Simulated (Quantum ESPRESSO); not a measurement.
## Si4O6FN (finding a planted mistake in a log)

A calculation, not a measurement. The program is pw.x of Quantum ESPRESSO 7.5 (plane-wave density functional theory). The cell is made up: 12 atoms on a rutile lattice, with randomly drawn elements, strain and displacements, not relaxed. PseudoDojo standard norm-conserving files (v0.5 for PBE, v0.4.1 for LDA and PBEsol) set the functional; there is no spin polarisation, spin-orbit coupling or dispersion term, and the masses in the input are unused placeholders.

Intended input:

```
&control calculation='scf', pseudo_dir='./dojo.nc.sr.pbe.v0_5.standard.upf', outdir='./o', disk_io='low', tprnfor=.true., tstress=.true. /
&system ibrav=0, nat=12, ntyp=4, nbnd=38, ecutwfc=84.00895049, nosym=.true., tot_charge=0,
 occupations='smearing', smearing='fd', degauss=0.0018374661
/
&electrons conv_thr=7.350e-09, electron_maxstep=60, /
ATOMIC_SPECIES
F 1.0 F.upf
N 1.0 N.upf
O 1.0 O.upf
Si 1.0 Si.upf
CELL_PARAMETERS angstrom
4.2781 -0.0287 -0.0523
-0.0287 4.3094 0.0354
-0.0666 0.045 5.4682
ATOMIC_POSITIONS angstrom
Si 0.151 0.1018 -0.1124
Si 2.1403 2.0473 1.3093
Si -0.0845 0.0527 2.5281
Si 2.0552 2.1026 4.1543
O 1.3587 1.3222 -0.0723
F 2.9561 3.0862 0.0069
O 3.5214 0.838 1.3405
N 0.8163 3.5073 1.3433
O 1.1582 1.2146 2.711
O 2.9371 2.8304 2.7454
O 3.3895 0.9518 4.1305
O 0.7427 3.5385 4.1692
K_POINTS automatic
5 5 4 1 1 1
```

The log is shortened where brackets say so; the opening notice, blank lines, dates and the lines on written files are dropped, and the path of the files is cut. It prints rydbergs, bohrs and kilobars, and counts compression as positive stress. Where no state is partly filled, the Fermi energy that it prints is only some level between the filled and the empty states on the mesh, and need not lie in the true gap.

Log of the intended run:

```
     Program PWSCF v.7.5
     Parallel version (MPI & OpenMP), running on       4 processor cores
     Number of MPI processes:                 4
     Threads/MPI process:                     1
     [start-up lines left out]
     bravais-lattice index     =            0
     lattice parameter (alat)  =       8.0852  a.u.
     unit-cell volume          =     680.1362 (a.u.)^3
     number of atoms/cell      =           12
     number of atomic types    =            4
     number of electrons       =        64.00
     number of Kohn-Sham states=           38
     kinetic-energy cutoff     =      84.0090  Ry
     charge density cutoff     =     336.0358  Ry
     scf convergence threshold =      7.3E-09
     mixing beta               =       0.7000
     number of iterations used =            8  plain     mixing
     Exchange-correlation= PBE
                           (   1   4   3   4   0   0   0)
     [axes and pseudopotential details left out]
   Cartesian axes
     site n.     atom                  positions (alat units)
         1        Si     tau(   1) = (   0.0352926   0.0237933  -0.0262708  )
         2        Si     tau(   2) = (   0.5002436   0.4785070   0.3060173  )
         3        Si     tau(   3) = (  -0.0197498   0.0123174   0.5908825  )
         4        Si     tau(   4) = (   0.4803535   0.4914321   0.9709675  )
         5        O      tau(   5) = (   0.3175634   0.3090324  -0.0168984  )
         6        F      tau(   6) = (   0.6909171   0.7213249   0.0016127  )
         7        O      tau(   7) = (   0.8230424   0.1958623   0.3133096  )
         8        N      tau(   8) = (   0.1907905   0.8197469   0.3139640  )
         9        O      tau(   9) = (   0.2707013   0.2838835   0.6336309  )
        10        O      tau(  10) = (   0.6864763   0.6615378   0.6416711  )
        11        O      tau(  11) = (   0.7922139   0.2224603   0.9654048  )
        12        O      tau(  12) = (   0.1735882   0.8270391   0.9744500  )
     number of k points=    50  Fermi-Dirac smearing, width (Ry)=  0.0018
                       cart. coord. in units 2pi/alat
        k(    1) = (   0.1018758   0.0991549   0.0982293), wk =   0.0400000
        k(    2) = (   0.1042569   0.0975636   0.2938804), wk =   0.0400000
     [further k points left out]
     Dense  grid:    70765 G-vectors     FFT dimensions: (  48,  48,  64)
     Estimated max dynamical RAM per process >     167.66 MB
     Estimated total dynamical RAM >     618.81 MB
     Initial potential from superposition of free atoms
     starting charge      63.9975, renormalised to      64.0000
     Starting wfcs are   48 randomized atomic wfcs
     total cpu time spent up to now is        7.7 secs
     per-process dynamical memory:   134.9 Mb
     Self-consistent Calculation
     iteration #  1     ecut=    84.01 Ry     beta= 0.70
     Davidson diagonalization with overlap
     ethr =  1.00E-02,  avg # of iterations =  2.9
     total cpu time spent up to now is       22.1 secs
     total energy              =    -301.85570811 Ry
     estimated scf accuracy    <       2.73341282 Ry
     iteration #  2     ecut=    84.01 Ry     beta= 0.70
     Davidson diagonalization with overlap
     ethr =  4.27E-03,  avg # of iterations =  3.0
     total cpu time spent up to now is       36.3 secs
     total energy              =    -302.56886610 Ry
     estimated scf accuracy    <       2.03329832 Ry
     [iterations 3 to 9 left out]
     iteration # 10     ecut=    84.01 Ry     beta= 0.70
     Davidson diagonalization with overlap
     ethr =  2.46E-09,  avg # of iterations =  2.0
     total cpu time spent up to now is      134.1 secs
     total energy              =    -302.99145761 Ry
     estimated scf accuracy    <       0.00000023 Ry
     iteration # 11     ecut=    84.01 Ry     beta= 0.70
     Davidson diagonalization with overlap
     ethr =  3.56E-10,  avg # of iterations =  2.1
     total cpu time spent up to now is      146.2 secs
     End of self-consistent calculation
     [lines on levels left out]
     the Fermi energy is    12.5603 ev
!    total energy              =    -302.99145766 Ry
     estimated scf accuracy    <          7.1E-09 Ry
     smearing contrib. (-TS)   =       0.00000000 Ry
     internal energy E=F+TS    =    -302.99145766 Ry
     The total energy is F=E-TS. E is the sum of the following terms:
     one-electron contribution =     -42.03424316 Ry
     hartree contribution      =      68.54282047 Ry
     xc contribution           =     -81.36371587 Ry
     ewald contribution        =    -248.13631911 Ry
     convergence has been achieved in  11 iterations
     Forces acting on atoms (cartesian axes, Ry/au):
     atom    1 type  4   force =     0.06036734   -0.06734442    0.09560266
     atom    2 type  4   force =    -0.12562969    0.07577396    0.21450172
     atom    3 type  4   force =     0.15795478   -0.19588197    0.17478478
     atom    4 type  4   force =    -0.02757004    0.04431828   -0.26291247
     atom    5 type  3   force =     0.03652987    0.03106104    0.04918882
     atom    6 type  1   force =    -0.03531290   -0.06573523   -0.03339879
     atom    7 type  3   force =    -0.19838089    0.14712918   -0.19556764
     atom    8 type  2   force =     0.01048599   -0.04600714   -0.06761738
     atom    9 type  3   force =     0.12510232    0.10891025    0.04661685
     atom   10 type  3   force =    -0.02000131    0.05246274    0.01252599
     atom   11 type  3   force =     0.00777668   -0.05356704    0.01814997
     atom   12 type  3   force =     0.00867785   -0.03111965   -0.05187451
     Total force =     0.638756     Total SCF correction =     0.000237
     Computing stress (Cartesian axis) and pressure
          total   stress  (Ry/bohr**3)                   (kbar)     P=       40.15
   0.00010944   0.00093840   0.00026973           16.10      138.04       39.68
   0.00093840   0.00009086  -0.00035646          138.04       13.37      -52.44
   0.00026973  -0.00035646   0.00061845           39.68      -52.44       90.98
     init_run     :      5.20s CPU      5.35s WALL (       1 calls)
     electrons    :    137.98s CPU    138.55s WALL (       1 calls)
     forces       :      2.57s CPU      2.60s WALL (       1 calls)
     stress       :      6.50s CPU      6.50s WALL (       1 calls)
     [timing details left out]
     PWSCF        :   2m34.60s CPU   2m35.43s WALL
     JOB DONE.
```

A second run was made from an input with one planted mistake. Its log:

```
     Program PWSCF v.7.5
     Parallel version (MPI & OpenMP), running on       4 processor cores
     Number of MPI processes:                 4
     Threads/MPI process:                     1
     [start-up lines left out]
     bravais-lattice index     =            0
     lattice parameter (alat)  =       8.0852  a.u.
     unit-cell volume          =     680.1362 (a.u.)^3
     number of atoms/cell      =           12
     number of atomic types    =            4
     number of electrons       =        64.00
     number of Kohn-Sham states=           38
     kinetic-energy cutoff     =      84.0090  Ry
     charge density cutoff     =     336.0358  Ry
     scf convergence threshold =      7.3E-09
     mixing beta               =       0.7000
     number of iterations used =            8  plain     mixing
     Exchange-correlation= PBE
                           (   1   4   3   4   0   0   0)
     [axes and pseudopotential details left out]
   Cartesian axes
     site n.     atom                  positions (alat units)
         1        Si     tau(   1) = (   0.0352926   0.0237933  -0.0262708  )
         2        Si     tau(   2) = (   0.5002436   0.4785070   0.3060173  )
         3        Si     tau(   3) = (  -0.0197498   0.0123174   0.5908825  )
         4        Si     tau(   4) = (   0.4803535   0.4914321   0.9709675  )
         5        O      tau(   5) = (   0.3175634   0.3090324  -0.0168984  )
         6        O      tau(   6) = (   0.6909171   0.7213249   0.0016127  )
         7        O      tau(   7) = (   0.8230424   0.1958623   0.3133096  )
         8        N      tau(   8) = (   0.1907905   0.8197469   0.3139640  )
         9        O      tau(   9) = (   0.2707013   0.2838835   0.6336309  )
        10        F      tau(  10) = (   0.6864763   0.6615378   0.6416711  )
        11        O      tau(  11) = (   0.7922139   0.2224603   0.9654048  )
        12        O      tau(  12) = (   0.1735882   0.8270391   0.9744500  )
     number of k points=    50  Fermi-Dirac smearing, width (Ry)=  0.0018
                       cart. coord. in units 2pi/alat
        k(    1) = (   0.1018758   0.0991549   0.0982293), wk =   0.0400000
        k(    2) = (   0.1042569   0.0975636   0.2938804), wk =   0.0400000
     [further k points left out]
     Dense  grid:    70765 G-vectors     FFT dimensions: (  48,  48,  64)
     Estimated max dynamical RAM per process >     167.66 MB
     Estimated total dynamical RAM >     618.81 MB
     Initial potential from superposition of free atoms
     starting charge      63.9975, renormalised to      64.0000
     Starting wfcs are   48 randomized atomic wfcs
     total cpu time spent up to now is        7.7 secs
     per-process dynamical memory:   134.9 Mb
     Self-consistent Calculation
     iteration #  1     ecut=    84.01 Ry     beta= 0.70
     Davidson diagonalization with overlap
     ethr =  1.00E-02,  avg # of iterations =  2.9
     total cpu time spent up to now is       22.0 secs
     total energy              =    -301.77681043 Ry
     estimated scf accuracy    <       2.79981433 Ry
     iteration #  2     ecut=    84.01 Ry     beta= 0.70
     Davidson diagonalization with overlap
     ethr =  4.37E-03,  avg # of iterations =  2.9
     total cpu time spent up to now is       33.3 secs
     total energy              =    -302.38985525 Ry
     estimated scf accuracy    <       2.50683827 Ry
     [iterations 3 to 10 left out]
     iteration # 11     ecut=    84.01 Ry     beta= 0.70
     Davidson diagonalization with overlap
     ethr =  5.47E-10,  avg # of iterations =  2.6
     total cpu time spent up to now is      135.9 secs
     total energy              =    -302.95323761 Ry
     estimated scf accuracy    <       0.00000001 Ry
     iteration # 12     ecut=    84.01 Ry     beta= 0.70
     Davidson diagonalization with overlap
     ethr =  2.26E-11,  avg # of iterations =  3.6
     total cpu time spent up to now is      148.1 secs
     End of self-consistent calculation
     [lines on levels left out]
     the Fermi energy is    12.6527 ev
!    total energy              =    -302.95323762 Ry
     estimated scf accuracy    <          2.1E-09 Ry
     smearing contrib. (-TS)   =      -0.00000000 Ry
     internal energy E=F+TS    =    -302.95323762 Ry
     The total energy is F=E-TS. E is the sum of the following terms:
     one-electron contribution =     -41.56117720 Ry
     hartree contribution      =      68.30971695 Ry
     xc contribution           =     -81.34921574 Ry
     ewald contribution        =    -248.35256163 Ry
     convergence has been achieved in  12 iterations
     Forces acting on atoms (cartesian axes, Ry/au):
     atom    1 type  4   force =    -0.02704446   -0.14376785    0.10013920
     atom    2 type  4   force =    -0.11668768    0.09402641   -0.05134508
     atom    3 type  4   force =     0.24483120   -0.10410563    0.15592698
     atom    4 type  4   force =    -0.02165491    0.06126807    0.00361982
     atom    5 type  3   force =    -0.01595327   -0.01716266    0.05031238
     atom    6 type  3   force =    -0.04337879   -0.09881313   -0.04536184
     atom    7 type  3   force =    -0.20182826    0.14892656   -0.11694183
     atom    8 type  2   force =     0.01537950   -0.05018529    0.02659940
     atom    9 type  3   force =     0.17028348    0.15022246    0.04853209
     atom   10 type  1   force =    -0.00914923    0.03087187    0.01804143
     atom   11 type  3   force =     0.00157963   -0.03748854   -0.07057770
     atom   12 type  3   force =     0.00362280   -0.03379227   -0.11894484
     Total force =     0.574160     Total SCF correction =     0.000083
     Computing stress (Cartesian axis) and pressure
          total   stress  (Ry/bohr**3)                   (kbar)     P=       44.41
   0.00011283   0.00089558   0.00022978           16.60      131.74       33.80
   0.00089558   0.00009255  -0.00036071          131.74       13.61      -53.06
   0.00022978  -0.00036071   0.00070022           33.80      -53.06      103.01
     init_run     :      7.30s CPU      7.54s WALL (       1 calls)
     electrons    :    139.50s CPU    140.37s WALL (       1 calls)
     forces       :      2.01s CPU      2.01s WALL (       1 calls)
     stress       :      7.69s CPU      7.72s WALL (       1 calls)
     [timing details left out]
     PWSCF        :   2m36.74s CPU   2m37.95s WALL
     JOB DONE.
```

Question: what was wrong in the second input?

Answer: two atoms have their elements exchanged. The input lines that differ, file-writing options aside:

```
- F 2.9561 3.0862 0.0069
+ O 2.9561 3.0862 0.0069
- O 2.9371 2.8304 2.7454
+ F 2.9371 2.8304 2.7454
```

```
                                            intended run  run with the mistake
                          free energy (eV)     -4122.409             -4121.889
                    smearing term -TS (eV)        0.0000                0.0000
                            pressure (GPa)          4.01                  4.44
            largest force component (eV/Å)         6.760                 6.295
largest change of a force component (eV/Å)                               6.853
                                iterations            11                    12
```

For scale, a rerun of the intended cell at a cutoff of 1437 eV and k mesh 7 x 7 x 6 moved values by no more than 0.003 eV in energy, 0.04 GPa in stress and 0.002 eV/Å in force.